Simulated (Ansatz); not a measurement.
In2Si2O7:
```cif
data_In4O14Si4
_chemical_formula_sum 'In4 Si4 O14'
_space_group_name_H-M_alt 'C2/m'
_space_group_IT_number 12
_space_group_name_Hall '-C 2y'
_cell_length_a 6.56579
_cell_length_b 8.55708
_cell_length_c 4.68597
_cell_angle_alpha 90.000
_cell_angle_beta 102.516
_cell_angle_gamma 90.000
loop_
_atom_site_label
_atom_site_type_symbol
_atom_site_symmetry_multiplicity
_atom_site_Wyckoff_symbol
_atom_site_fract_x
_atom_site_fract_y
_atom_site_fract_z
_atom_site_occupancy
In1 In 4 g 0.00000 0.30705 0.00000 1
Si1 Si 4 i 0.22282 0.00000 0.41060 1
O1 O 8 j 0.23651 0.15737 0.21917 1
O2 O 2 c 0.50000 0.50000 0.50000 1
O3 O 4 i 0.10699 0.50000 0.28171 1
```
(The calculation used a cell of 11 atoms; values per cell refer to that cell.)

This is the LDA-relaxed structure.

Problem. All from LDA (plane waves, PAW; program Ansatz), unless another level is named. Give the zero-point energy.

Solution. 84.2 meV/atom.

Problem. What about the highest zone-centre frequency (without LO–TO term)?

Solution. 1148 cm⁻¹.

Problem. What about the vibrational entropy at 300 K?

Solution. 17.1 J/(K·mol of atoms).

The workflow started from a Materials Project entry (that database holds measured and hypothetical structures alike); the Crystallography Open Database files this formula in space group No. 12, but the cells were not matched. Whether it is the stable phase at ambient conditions was not checked. Symmetry was held in the LDA relaxation; phonons on a q-mesh show no instability.

Potentials: the later of the program's two PAW sets.
